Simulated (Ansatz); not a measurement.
SnO:
```
CELL_PARAMETERS angstrom
      0.00000     2.71461     2.71461
      2.71461     0.00000     2.71461
      2.71461     2.71461     0.00000
ATOMIC_POSITIONS crystal
  O  0.75000 0.75000 0.75000
  Sn 0.00000 0.00000 0.00000
```

Relaxed with HSE06. Special points in fractions of this cell's reciprocal vectors: Γ (0.000, 0.000, 0.000); X (0.500, 0.000, 0.500); U (0.625, 0.250, 0.625); K (0.375, 0.375, 0.750); L (0.500, 0.500, 0.500); W (0.500, 0.250, 0.750).

Question: List the band energies nearest the Fermi level at these points for HSE06 (plane waves, PAW; program Ansatz).

Answer: In eV from the Fermi level; about four levels below and three above (degenerate sets whole), none deeper than 8.9 eV; … stands for higher levels left out; points with the same levels are listed once.

```
k                    below        above
-  -----------------------  -----------
Γ  -6.99 -4.43 -4.43 -4.43            …
X  -5.67 -5.67 -0.38 -0.20       6.01 …
U  -8.63 -6.34 -5.42 -0.37  1.06 4.00 …
L        -4.88 -4.88 -2.64       2.09 …
W   -8.58 -6.09 -6.01 0.00  1.74 3.10 …
```

Space group F-43m (zinc blende). The cell is a constructed one: a structure type filled with these elements; neither database checked (COD, Materials Project) lists it. It is not the phase usual at ambient conditions (space group No. 129). The cell was relaxed with HSE06 under the symmetry of its start; its stability against distortions is not shown here. The hybrid run found no gap, on a coarse k-mesh. Scalar-relativistic: spin–orbit coupling is off unless named, which matters more the heavier the elements.

Potentials: the later of the program's two PAW sets.
